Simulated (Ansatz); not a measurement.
Compressing LiGa: a fit and a missing row

LiGa, Fd-3m, a = 6.169 Å. The structure is a COD entry; whether it is the stable form wasn't checked. Ansatz: r2SCAN, PAW, 500 eV, Γ-centred 12×12×12 mesh on 4 atoms, Gaussian smearing 0.10 eV; no spin polarisation. Symmetry fixes shape and atoms, so the cell is only scaled; pressure is positive in compression.

```
V (Å³/atom) P (GPa)
     13.793     3.66
     14.233        ?
     14.673     0.03
     15.113    -1.35
     15.554    -2.50
```

Problem. Take V0 = 14.673 Å³/atom, count pressures from its P0 = 0.03 GPa, fit the third-order Birch–Murnaghan form to the other rows, and predict the missing pressure.

Solution. With the Eulerian strain f = ½[(V0/V)^(2/3) − 1] and y = (P − P0)/[3f(1 + 2f)^(5/2)], the form is the line y = B0 + 1.5 B0 (B0′ − 4) f. Rows (f, y): 0.02105, 51.9; -0.00975, 49.6; -0.01906, 48.8. Means f = -0.002587, y = 50.100; Σ(Δf)² = 0.0008814, ΣΔfΔy = 0.06754; the slope is their ratio. y = 50.30 + 76.63 f GPa, so B0 = 50.3 GPa and B0′ = 4 + 2 × (76.63)/(3 × 50.30) = 5.02. At V = 14.233, f = 0.01025, y = 51.09 and P = 1.68 GPa. The run gave 1.68 GPa, the same to the digits shown.

Cost: 5 runs of about 0.84 core-minutes in all, on Intel Xeon Platinum 8488C (Sapphire Rapids) (shared hosts).